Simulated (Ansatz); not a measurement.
## Computed properties of MgInGaO₄

MgInGaO₄:
```
MgInGaO4
1.0
    1.66872     0.96343     8.42821
   -1.66872     0.96343     8.42821
    0.00000    -1.92687     8.42821
In Ga Mg O
1 1 1 4
Direct
  0.99799   0.99799   0.99799
  0.21233   0.21233   0.21233
  0.78439   0.78439   0.78439
  0.13515   0.13515   0.13515
  0.87616   0.87616   0.87616
  0.28841   0.28841   0.28841
  0.70557   0.70557   0.70557
```

Space group R3m (No. 160); conventional cell a = b = 3.337 Å, c = 25.285 Å, α = β = 90.00°, γ = 120.00°.

Method: the program Ansatz at the r²SCAN level (PAW). Geometry: relaxed at this level of theory. Other levels are named where they apply.

### Cell and energy

Volume per atom: 11.61 Å³
Density: 5.57 g/cm³
Formation energy from the elements (no fitted shifts): -2.22 eV/atom

### Electronic structure

- Band gap: 2.76 eV (indirect)
- Valence-band maximum: off the standard path, at k = (-0.130, -0.016, 0.109) in fractions of the reciprocal vectors
- Conduction-band minimum: at Γ
- Smallest direct gap on the standard path: 2.90 eV
- Electron effective mass: 0.27 mₑ (isotropic)
- Hole effective mass: 1.3, 4.0, 18 mₑ (principal values)
- Gap with spin–orbit coupling: 2.76 eV

### Mechanics

- Bulk modulus (Birch–Murnaghan fit) = 168 GPa
- Pressure derivative B′ = 4.3

### Charges

- Bader charges: In +1.96, Ga +1.97, Mg +1.74, O -1.59 to -1.31 e

The cell is a constructed one: a structure type filled with these elements; neither database checked (COD, Materials Project) lists it. Whether it is the stable phase at ambient conditions was not checked. The r²SCAN relaxation kept the symmetry of its start; its stability against distortions is not shown here. The references are the lowest solids computed at this level, not always the standard phases (solids in place of the gases). Spin–orbit coupling is left out wherever it is not named.

Potentials: the earlier of the program's two PAW sets.
